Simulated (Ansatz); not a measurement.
**How far is PAW off for P?**

```xyz
1
Lattice="4.2152 0.0000 0.0000 0.0000 4.2152 0.0000 0.0000 0.0000 4.3188" Properties=species:S:1:pos:R:3 pbc="T T T"
P     0.0000    0.0000    0.0000
```

Conventional cell: a = 4.215 Å, b = 4.215 Å, c = 4.319 Å, α = 90.00°, β = 90.00°, γ = 90.00°. Around P (atom 1) lie 6 P at 4.22 to 4.32 Å.

The geometry is COD entry 1534547, unchecked; take it as a test cell. The listed cell was then made from it by scaling, straining or moving an atom.

Levels of theory: DFT, PBEsol, PAW with Ansatz's default frozen-core files, scalar-relativistic (Ansatz 0.2.0); DFT, PBEsol, all-electron PAW with datasets made for the crystal, scalar-relativistic (Ansatz 0.2.0); DFT, PBEsol, all-electron LAPW, scalar-relativistic (Ansatz 0.2.0).

For PAW: a Γ-centred 10×10×9 k mesh, Fermi–Dirac smearing of 0.08 eV, cutoff 420 eV, no spin polarisation; the PAW files were made with PBE, and the program remakes their frozen cores for this functional. The crystal-made all-electron datasets (AE datasets) take a cutoff of 140 eV at this cell. LAPW targets a basis error of 0.25 meV/atom. The Ansatz runs share mesh, smearing and spin set-up. Plane-wave (PAW) pressures include the program's estimate of the Pulay term.

Stress and pressure are positive in compression.

The change that made this cell: volume scaled by 0.96.

```csv
quantity,PAW,AE datasets,LAPW
pressure (GPa),-4.15,-4.15,-4.15
stress xx (GPa),-4.32,-4.32,-4.32
stress zz (GPa),-3.82,-3.82,-3.82
```

PAW's pressure differs from the LAPW value by about 0.01 GPa or less. Datasets made for the crystal and LAPW share parts of one code, so their agreement isn't an independent check.
